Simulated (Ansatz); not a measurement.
An Ansatz (an electronic-structure program) run. Input:

Ansatz 0.2 input:
```yaml
crystal:
  lattice:
    - [3.0025159374, 0.0, 0.0]
    - [-1.5012579687, 2.6002550771, 0.0]
    - [0.0, 0.0, 2.8427583611]
  atoms:
    - { symbol: Ta, position: [0.6666666667, 0.3333333333, 0.0] }
    - { symbol: C, position: [0.0, 0.0, 0.5] }
kpoints:
  mp_grid: { grid: [16, 16, 14] }
hamiltonian:
  xc: lda
  pseudopotentials: { kind: paw }
scf:
  occupations: { method: fermi_dirac, width: 0.1 }
phonons:
  method: dfpt
  response_accuracy: low
  eigenvectors: true
  rigid_motions: translations
```

Output (shortened):

```
Pseudopotential: Ta, paw, valence charge 13
Pseudopotential: C, paw, valence charge 4
Functional definition: SPW92
Crystal: 2 atoms, lattice volume = 22.194 Å³
Basis set: ecut = 420 eV, 405 PW (Γ), exchange–correlation on 48×48×40 points (8 copies of the dense FFT grid, shifted against one another)
Bands: 13, of which v1, the nominal top of the filled ones, is band 9 counted from 1 (8 counted from 0)
Symmetry: 12 space group operations
k-points: 584 of 3584 (irreducible under 4 space group operations, time reversal used)
SCF iter   1: F=—  HF=-9926.147610 eV  |F-HF|=—  |Δ(HF+E_count)|=         —  Δρ=1.29e-2  dr2=3.40e-2  ethr=1.77e-3  ⟨swp⟩=5.9  Hψ=39772  notcnv=0
preconditioner: auto → none
SCF iter   2: F=—  HF=-9926.142150 eV  |F-HF|=—  |Δ(HF+E_count)|=   5.46e-3  Δρ=8.29e-3  dr2=1.55e-2  ethr=2.00e-4  ⟨swp⟩=1.0  Hψ=12264  notcnv=0
SCF iter   3: F=—  HF=-9926.137935 eV  |F-HF|=—  |Δ(HF+E_count)|=   4.22e-3  Δρ=7.85e-4  dr2=8.58e-5  ethr=9.13e-5  ⟨swp⟩=2.6  Hψ=10126  notcnv=0
SCF iter   4: F=—  HF=-9926.137913 eV  |F-HF|=—  |Δ(HF+E_count)|=   2.19e-5  Δρ=1.59e-4  dr2=3.06e-6  ethr=5.05e-7  ⟨swp⟩=2.2  Hψ=12123  notcnv=0
SCF iter   5: F=—  HF=-9926.137913 eV  |F-HF|=—  |Δ(HF+E_count)|=   2.69e-7  Δρ=1.45e-5  dr2=1.96e-8  ethr=1.80e-8  ⟨swp⟩=2.9  Hψ=12774  notcnv=0
SCF iter   6: F=—  HF=-9926.137912 eV  |F-HF|=—  |Δ(HF+E_count)|=   6.45e-7  Δρ=2.66e-6  dr2=5.73e-10  ethr=1.15e-10  ⟨swp⟩=2.3  Hψ=10630  notcnv=0
SCF iter   7: F=—  HF=-9926.137912 eV  |F-HF|=—  |Δ(HF+E_count)|=  4.37e-11  Δρ=2.88e-7  dr2=1.40e-11  ethr=3.37e-12  ⟨swp⟩=2.3  Hψ=11101  notcnv=0
SCF iter   8: F=-9926.137912 eV  HF=-9926.137912 eV  |F-HF|=7.28e-12  |Δ(HF+E_count)|=    0.00e0  Δρ=3.33e-8  dr2=1.53e-13  ethr=1.00e-12  ⟨swp⟩=5.3  Hψ=28302  notcnv=0
SCF 1 converged in 8 iterations: F = -9926.137912 eV  dr2 = 1.53e-13
DFPT response loops at Γ: preconditioner auto → Kerker (q_TF=auto, 2.610 Å⁻¹) (partly filled bands, converged f_vac=0.000) …
SCF converged after 8 iterations
Free energy (F): -9926.137912 eV
Harris-Foulkes:  -9926.137912 eV  (|F-HF|=7.28e-12)
Internal energy: -9926.087766 eV  (E = F + TS)
E sigma→0 (E₀):  -9926.112839 eV
Entropy (-TS):   -0.050146 eV (-25.073 meV/atom)
Fermi energy:    18.098539 eV
--- Per-component energies (eV) ---
  E_band       = -69.548508
  E_kinetic    = 458.393452
  E_local      = -581.342940  (includes V_loc(G=0)·N_el)
  E_nonlocal   = 48.581554
  E_hartree    = 198.225879
  E_xc         = -266.244816
  E_vxc        = -265.557085  (∫ρ·V_xc dr)
  E_paw        = -8240.911339  (= ΣΔE_a)
  E_vpaw       = -126.075436  (= ΣTr[D̂ρ^β])
  E_aug_tail   = 0.000191  (compensation charges beyond the density's cutoff)
  E_ewald      = -1543.111482
  E_core_change = 0.321735  (= ΣΔE_core)
  E_smearing   = -0.050146  (= −TS)
  E_closure    =  0.000000  (closes the sum)
  Σ components = -9926.137912   (vs F -9926.137912, Δ=0.00e0)
  [band-id]    e_kinetic+e_local+e_nonlocal+2·e_hartree+e_vxc+e_vpaw+e_augmentation_tail = -69.548506   (vs E_band -69.548508, Δ=1.93e-6)
--- Band table (eV; the first three rows and the last of 584) ---
  k-point 0: bands = ["-49.0496", "-15.3414", "-15.3414", "-15.1368", "4.9576", "15.3052", "15.7094", "15.7094", "19.1490", "23.1971", "23.1971", "24.3313", "24.6374"]
  k-point 1: bands = ["-49.0467", "-15.3369", "-15.3369", "-15.1889", "5.0846", "15.2318", "15.7691", "15.7691", "19.1592", "22.5621", "22.5621", "24.4332", "25.0701"]
  k-point 2: bands = ["-49.0387", "-15.3326", "-15.3241", "-15.3241", "5.4523", "14.9162", "15.9422", "15.9422", "19.3541", "21.5241", "21.5241", "24.7127", "25.4494"]
  k-point 583: bands = ["-48.9336", "-15.9207", "-15.8954", "-15.5883", "8.2206", "12.8443", "13.5011", "17.2034", "17.9770", "24.7970", "25.0242", "25.0680", "28.6149"]
--- Phonons (Γ-DFPT): 4 representative perturbations + reference, on 584 of 3584 k-points (Σ response iterations 9) ---
  ASR residual: 1.080e-4 → 0.000e0 eV/Å²; symmetrization residual: 1.464e-5 eV/Å²
  ASR residual per site (eV/Å²): 1.08e-4 4.84e-5
  Γ frequencies (cm⁻¹): 0.00 0.00 0.00 516.04 516.04 529.57
  non-analytic LO–TO correction: not included (Born effective charges unavailable; polar crystals: no LO–TO splitting at Γ)
```

Cost: around 70 core-seconds (rough) on shared cores.

Space group P-6m2. The workflow started from a Materials Project entry (that database holds measured and hypothetical structures alike); the Crystallography Open Database copy checked does not list it. It is not the phase usual at ambient conditions (space group No. 225). The cell was relaxed with LDA under the symmetry of its start; of distortions, only those at the zone centre were tested. The run is not spin-polarised. As this level gives no gap, phonon frequencies hold no LO–TO term and depend on the k-mesh and smearing (Fermi–Dirac, 0.1 eV here). Spin–orbit coupling is left out wherever it is not named.

Potentials: the later of the program's two PAW sets.

Ansatz is a plane-wave DFT program.
